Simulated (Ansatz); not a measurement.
Molecular dynamics on a 2×2×1 supercell (12 atoms) of PtS2 (CdI2 type), relaxed with r2SCAN+rVV10. Forces come from PBEsol in Ansatz 0.2.0: a Langevin thermostat at fixed volume, 600 K, steps of 1 fs. Computed, non-magnetic; the trajectory is short and the cell small, so nothing here is a converged average.

```yaml
crystal:
  lattice:
    - [7.1052831617, 1.0e-10, 0.0]
    - [-3.5526415809, 6.153355719, 0.0]
    - [0.0, 0.0, 5.1227110462]
  atoms:
    - { symbol: Pt, position: [0.0, 0.0, 0.0] }
    - { symbol: S, position: [0.1666666667, 0.3333333333, 0.239259977] }
    - { symbol: S, position: [0.3333333333, 0.1666666667, 0.760740023] }
    - { symbol: Pt, position: [0.0, 0.5, 0.0] }
    - { symbol: S, position: [0.1666666667, 0.8333333333, 0.239259977] }
    - { symbol: S, position: [0.3333333333, 0.6666666667, 0.760740023] }
    - { symbol: Pt, position: [0.5, 0.0, 0.0] }
    - { symbol: S, position: [0.6666666667, 0.3333333333, 0.239259977] }
    - { symbol: S, position: [0.8333333333, 0.1666666667, 0.760740023] }
    - { symbol: Pt, position: [0.5, 0.5, 0.0] }
    - { symbol: S, position: [0.6666666667, 0.8333333333, 0.239259977] }
    - { symbol: S, position: [0.8333333333, 0.6666666667, 0.760740023] }
kpoints:
  mp_grid: { grid: [3, 3, 4] }
hamiltonian:
  xc: pbesol
scf:
  occupations: { method: fermi_dirac, width: 0.052 }
md:
  ensemble: nvt_langevin
  temperature: 600
  timestep: 1.0
  n_steps: 20
  initial_velocities: maxwell_boltzmann
  seed: 680
```

Run as `ansatz run input.yaml --threads 4 --pin off --max-ram 3686MiB --backend cpu --events-out ev --progress --plain --runs-dir out`. Wall time 110 s on 4 threads of Arm Neoverse V2 (shared host); peak host memory 0.87 GiB.

```csv
step,t (fs),T (K),free energy F from step 0 (meV/atom),kinetic energy (meV/atom),largest force (eV/Å)
0,0,550,0.0,71.1,0.21
1,1,574,0.3,74.2,0.28
2,2,546,0.9,70.6,0.36
3,3,529,1.8,68.3,0.43
4,4,562,3.0,72.6,0.50
5,5,525,4.6,67.9,0.56
6,6,494,6.4,63.9,0.62
7,7,530,8.4,68.5,0.72
8,8,536,10.9,69.2,0.84
9,9,547,13.6,70.7,0.96
10,10,528,16.7,68.2,1.10
11,11,519,20.0,67.1,1.24
12,12,462,23.4,59.7,1.37
13,13,398,26.8,51.4,1.49
14,14,417,30.3,53.8,1.59
15,15,426,33.9,55.0,1.69
16,16,419,37.6,54.2,1.78
17,17,377,41.2,48.8,1.86
18,18,361,44.6,46.7,1.93
19,19,336,47.9,43.4,1.99
20,20,349,51.0,45.2,2.03
```

The temperature starts at 550 K, is lowest at step 19 (336 K, 19 fs) and ends at 349 K. The thermostat hasn't had time to restore it. The atoms start on their lattice sites with kinetic energy alone, so much of it first passes into potential energy. By the last step the atoms have moved 0.09 Å in the root mean square, the drift of the whole cell taken out, 0.16 Å at most.

Positions (Å) and forces (eV/Å) at step 20:
```
Pt  -0.062  -0.032   0.021     1.052  -0.373  -0.367
S   -0.076   1.973   1.182     0.985   0.685   0.402
S    1.763   1.019   3.913     0.017   0.038   0.090
Pt  -1.764   3.077   0.054     0.383   0.173  -1.709
S   -1.703   5.232   1.145    -1.295  -1.030   1.178
S   -0.043   4.124   3.806     0.344  -0.337   1.179
Pt   3.564   0.008   0.030    -0.088   0.419  -1.344
S    3.609   2.112   1.195    -0.780  -0.630   0.517
S    5.330   0.905   3.856    -0.189   0.944   0.598
Pt   1.795   3.078  -0.010    -0.907  -0.418   0.138
S    1.669   5.087   1.301     0.932  -0.062  -0.684
S    3.609   4.040   3.935    -0.455   0.592   0.004
```
